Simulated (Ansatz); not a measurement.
# What DFT gives for Ba3Yb2TeO5

```xyz
11
Lattice="6.7008 -0.5833 0.1326 -0.8893 5.7661 0.5365 0.0104 -0.6048 6.5616" Properties=species:S:1:pos:R:3 pbc="T T T"
Yb    1.6318    0.0952    3.7513
Yb    3.6815    2.6528    3.5087
Ba    5.7906    0.4173    1.7832
Ba    2.4812    0.6989    0.4783
Ba    0.3816    2.7002    5.6398
Te    0.0107    3.9646    2.1364
O     0.0800   -0.1596    5.7467
O     4.0954   -0.4824    3.6869
O     3.0868    2.7209    6.4319
O     4.3058    2.6819    1.0345
O     2.5720    3.8316    1.5351
```

Level: PBE, no spin polarisation; 420 eV; 3×3×3 (shifted by 0.5, 0.5, 0.5 steps) mesh; fermi-dirac occupations (width 0.1 eV); Ansatz 0.2.0, fixed geometry.

**Stress.** The pressure is 0.6 GPa (compression positive), so with the atoms held at these fractions the cell would first expand; the forces are large, so a full relaxation may end otherwise. The principal stresses -1.3, 0.4, 2.7 GPa differ, so its shape would change too.
**Contacts.** O–O at 1.81 Å: least valence density 0.73 e/Å³ and ELF 0.31 there. Yb–O at 2.53 Å: least valence density 0.26 e/Å³ and ELF 0.13 there. Te–O at 2.63 Å: least valence density 0.27 e/Å³ and ELF 0.21 there. Both are smooth PAW fields, read partly inside the augmentation spheres.
**Electronic structure.** It is a metal, with about 8 states/eV a cell as the mean within 0.25 eV of the Fermi level, mostly O p (45 %), Yb f (15 %) and Yb d (13 %).
**Forces.** The largest is on O10: 3.53 eV/Å, components (2.68, -2.20, 0.68). It makes 149° with the line to a nearest neighbour, O9 at 1.81 Å, pointing away from it.

Origin: a disordered cell, so it need not be a known compound. Caveats: no spin polarisation, so a magnetic state may lie lower; the k mesh is coarse if the cell is a metal; atoms or cell far from equilibrium; f levels without a U or exact exchange are poorly placed.
